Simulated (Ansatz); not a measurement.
Relaxed Pd (fcc, Cu type):

```xyz
4
Lattice="3.9428 0.0000 0.0000 0.0000 3.9428 0.0000 0.0000 0.0000 3.9428" Properties=species:S:1:pos:R:3 pbc="T T T"
Pd     0.0000     0.0000     0.0000
Pd     1.9714     1.9714     0.0000
Pd     1.9714     0.0000     1.9714
Pd     0.0000     1.9714     1.9714
```

Scan: atom 4 (Pd, nearest neighbour Pd at 2.788 Å; its periodic images, 3.9 Å or more away, move with it) is displaced along Cartesian [110], direction (0.707, 0.707, 0.000) in Cartesian axes, by s. The other atoms stay.

Method: PBE (plane waves to 420 eV, PAW, scalar-relativistic; Ansatz, a program for electronic structure). k mesh 10×10×10 (Γ-centred), Fermi-Dirac smearing 0.05 eV. Energies are smeared free energies. Left out: 2 of 11 points, with atoms too close for the PAW data. With partly filled bands, energies and forces of such displacements shift with the k mesh and the smearing. Pd is run without spin polarisation. Pd was relaxed with its symmetry unable to fall. The zero of ΔE is the undisplaced structure. The last digit holds for this mesh only.

```tsv
s (Å)	ΔE (meV/cell)
-0.672	2593.2
-0.504	withheld
-0.336	502.8
-0.168	120.8
0.000	0.0
0.168	120.8
0.336	502.8
0.504	withheld
0.672	2593.2
```

**Question.** Fit an even polynomial form (powers 2, 4, 6) to the given rows and predict ΔE at s = 0.504.

**Answer.** Least squares on the 7 given rows: ΔE = (4235)·s² + (1465)·s⁴ + (4145)·s⁶, in meV/cell with s in Å; root-mean-square residual 0.15 meV/cell. At 0.504 the fit gives 1238.2 meV/cell; the calculation gives 1243.9 meV/cell, so the interpolation is off by -5.7 (-0.5 %). The quadratic term alone would give 1075.8 meV/cell.

(A displaced cell: forces are minus the slopes of the energy, force constants its curvatures, and phonons follow from these.)
